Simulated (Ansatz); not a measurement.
An Ansatz (a program for electronic structure) run. Input:

Ansatz 0.2 input:
```yaml
crystal:
  lattice:
    - [4.0147257657, 0.0, 0.0]
    - [0.0, 4.0147257657, 0.0]
    - [0.0, 0.0, 4.0147257657]
  atoms:
    - { symbol: Y, position: [0.0, 0.0, 0.0] }
    - { symbol: Ta, position: [0.5, 0.5, 0.5] }
    - { symbol: N, position: [0.5, 0.5, 0.0] }
    - { symbol: N, position: [0.5, 0.0, 0.5] }
    - { symbol: N, position: [0.0, 0.5, 0.5] }
kpoints:
  mp_grid: { grid: [21, 21, 21] }
hamiltonian:
  xc: pbesol
  pseudopotentials: { kind: paw }
scf:
  occupations: { method: fermi_dirac, width: 0.1 }
elastic: { mode: relaxed_ion, stencil: two_point, amplitude: 0.005, f_tol: 0.0005 }
```

Output (shortened):

```
Pseudopotential: Y, paw, valence charge 11
Pseudopotential: Ta, paw, valence charge 13
Pseudopotential: N, paw, valence charge 5
Functional definition: PBEsol
Crystal: 5 atoms, lattice volume = 64.709 Å³
Basis set: ecut = 420 eV, 1309 PW (Γ), exchange–correlation on 54×54×54 points (8 copies of the dense FFT grid, shifted against one another)
Bands: 25, of which v1, the nominal top of the filled ones, is band 20 counted from 1 (19 counted from 0)
Symmetry: 48 space group operations
Space group: Pm-3m (ITA 221), of the structure as read, at distance tolerance 4.0e-5 Å
k-points: 286 of 9261
SCF 1 converged in 10 iterations: F = -14741.827280 eV  dr2 = 7.71e-14
Crystal: 5 atoms, lattice volume = 64.386 Å³
Basis set: ecut = 420 eV, 1245 PW (Γ), exchange–correlation on 54×54×54 points (8 copies of the dense FFT grid, shifted against one another)
Symmetry: 16 space group operations
k-points: 726 of 9261
SCF 2 converged in 10 iterations: F = -14741.824741 eV  dr2 = 2.30e-14
Crystal: 5 atoms, lattice volume = 65.033 Å³
SCF 3 converged in 8 iterations: F = -14741.825137 eV  dr2 = 1.45e-14
Crystal: 5 atoms, lattice volume = 64.709 Å³
Basis set: ecut = 420 eV, 1281 PW (Γ), exchange–correlation on 54×54×54 points (8 copies of the dense FFT grid, shifted against one another)
Symmetry: 8 space group operations
k-points: 1331 of 9261
SCF 4 converged in 9 iterations: F = -14741.827002 eV  dr2 = 1.19e-14
Crystal: 5 atoms, lattice volume = 64.709 Å³
SCF 5 converged in 8 iterations: F = -14741.827002 eV  dr2 = 1.45e-14
SCF converged after 10 iterations
Free energy (F): -14741.827280 eV
Harris-Foulkes:  -14741.827280 eV  (|F-HF|=7.28e-12)
Internal energy: -14741.747123 eV  (E = F + TS)
E sigma→0 (E₀):  -14741.787202 eV
Entropy (-TS):   -0.080158 eV (-16.032 meV/atom)
Fermi energy:    12.379618 eV
--- Per-component energies (eV) ---
  E_band       = -200.433040
  E_kinetic    = 1055.385530
  E_local      = -1768.554678  (includes V_loc(G=0)·N_el)
  E_nonlocal   = 206.740782
  E_hartree    = 580.857258
  E_xc         = -566.774981
  E_vxc        = -629.189935  (∫ρ·V_xc dr)
  E_paw        = -11412.778579  (= ΣΔE_a)
  E_vpaw       = -226.529631  (= ΣTr[D̂ρ^β])
  E_aug_tail   = 0.000381  (compensation charges beyond the density's cutoff)
  E_ewald      = -2837.069551
  E_core_change = 0.446716  (= ΣΔE_core)
  E_smearing   = -0.080158  (= −TS)
  E_closure    = 0.000000  (closes the sum)
  Σ components = -14741.827280   (vs F -14741.827280, Δ=0.00e0)
--- Forces (eV/Å), atoms counted from 1 ---
  atom   1  Y      0.00000000     0.00000000     0.00000000
  atom   2  Ta     0.00000000     0.00000000     0.00000000
  atom   3  N      0.00000000     0.00000000     0.00000000
  atom   4  N      0.00000000     0.00000000     0.00000000
  atom   5  N      0.00000000     0.00000000     0.00000000
  max |Σ_I F_I| component: 0.0 eV/Å
--- Stress (GPa, compression-positive) ---
        0.077668       0.000000       0.000000
        0.000000       0.077668       0.000000
        0.000000       0.000000       0.077668
  P = ⅓ Tr σ = 0.0777 GPa (0.777 kbar)
--- Band table (eV; the first three rows and the last of 286) ---
  k-point 0: bands = ["-54.5791", "-30.3286", "-21.3023", "-21.3023", "-21.3023", "-10.2177", "-10.2177", "-10.2177", "-2.4868", "-0.8478", "-0.8478", "9.6585", "9.6585", "9.6585", "11.4913", "11.4913", "11.4913", "12.8421", "12.8421", "12.8421", "13.1782", …
  k-point 1: bands = ["-54.5791", "-30.3285", "-21.3035", "-21.3021", "-21.3021", "-10.2212", "-10.2175", "-10.2175", "-2.4683", "-0.8457", "-0.8342", "9.6137", "9.6493", "9.6493", "11.3904", "11.3904", "11.4287", "12.7162", "12.7815", "12.7815", "13.1900", …
  k-point 2: bands = ["-54.5791", "-30.3282", "-21.3072", "-21.3018", "-21.3018", "-10.2313", "-10.2170", "-10.2170", "-2.4141", "-0.8396", "-0.7940", "9.4820", "9.6220", "9.6220", "11.1482", "11.1482", "11.2622", "12.3766", "12.7129", "12.7129", "13.2252", …
  k-point 285: bands = ["-54.5782", "-30.3134", "-21.3505", "-21.3505", "-21.3505", "-10.3057", "-10.3057", "-10.3057", "0.1914", "0.2049", "0.2049", "6.8712", "7.2982", "7.3113", "7.3113", "7.5470", "7.5470", "13.0591", "13.0591", "13.0884", "15.8720", …
--- Elastic constants: 2 strain directions × 2 members + reference (group order 48) ---
  dense FFT box of the reference and of every strained cell: 27×27×27
  strains applied: 11, 23; error gains: componentwise 1.00 (the most a stress slope's error grows in a printed constant), spectral 1.73 (1 for all six strains …
  C = ∂σ_k/∂η_j (tension-positive GPa; Voigt order 11 22 33 23 13 12):
       466.851     96.279     96.279      0.000      0.000      0.000
        96.279    466.851     96.279      0.000      0.000      0.000
        96.279     96.279    466.851      0.000      0.000      0.000
         0.000      0.000      0.000     57.545      0.000      0.000
         0.000      0.000      0.000      0.000     57.545      0.000
         0.000      0.000      0.000      0.000      0.000     57.545
  reference stress σ⁰ (GPa):     -0.078     -0.078     -0.078      0.000      0.000      0.000
  moduli (Voigt/Reuss/Hill, GPa): K = 219.80/219.80/219.80   G = 108.64/79.46/94.05   E = 246.93   ν = 0.313
  mechanically stable: yes (min eigenvalue of sym C = 57.54 GPa)
  strain η (Voigt 11):  stress-route row diagonal C_11 = 466.85 GPa, energy-path curvature d²(F+E_count+ΔE)/dδ²/Ω₀ = 466.82 GPa
         δ    σ_11 (GPa)             F (eV)   n_scf  n_hpsi   n_pw
    -5.000e-3      -2.4666      -14741.8247412      10  375786   1280   relax 0 steps, max|allowed force component| 0.0 eV/Å
     5.000e-3       2.2019      -14741.8251370       8  327518   1309   relax 0 steps, max|allowed force component| 0.0 eV/Å
  strain η (Voigt 23):  stress-route row diagonal C_44 = 57.54 GPa, energy-path curvature d²(F+E_count+ΔE)/dδ²/Ω₀ = 57.59 GPa
         δ    σ_23 (GPa)             F (eV)   n_scf  n_hpsi   n_pw
    -5.000e-3      -0.2877      -14741.8270019       9  663340   1297   relax 0 steps, max|allowed force component| 0.0 eV/Å
     5.000e-3       0.2877      -14741.8270019       8  589775   1297   relax 0 steps, max|allowed force component| 0.0 eV/Å
```

Cost: about 4 core-minutes (a rough figure) on shared cores.

The start of the workflow was typed in or built on a structure type; neither database checked (COD, Materials Project) lists it. Its standing as an ambient phase is unchecked. The cell was relaxed with PBEsol under the symmetry of its start. At this level the phase is dynamically unstable (imaginary phonons). No spin polarisation was allowed. As this level gives no gap, shear constants depend on the k-mesh and smearing (Fermi–Dirac, 0.1 eV here). Scalar-relativistic: spin–orbit coupling is off unless named, which matters more the heavier the elements.

Potentials: the later of the program's two PAW sets.

Ansatz is a plane-wave DFT program.
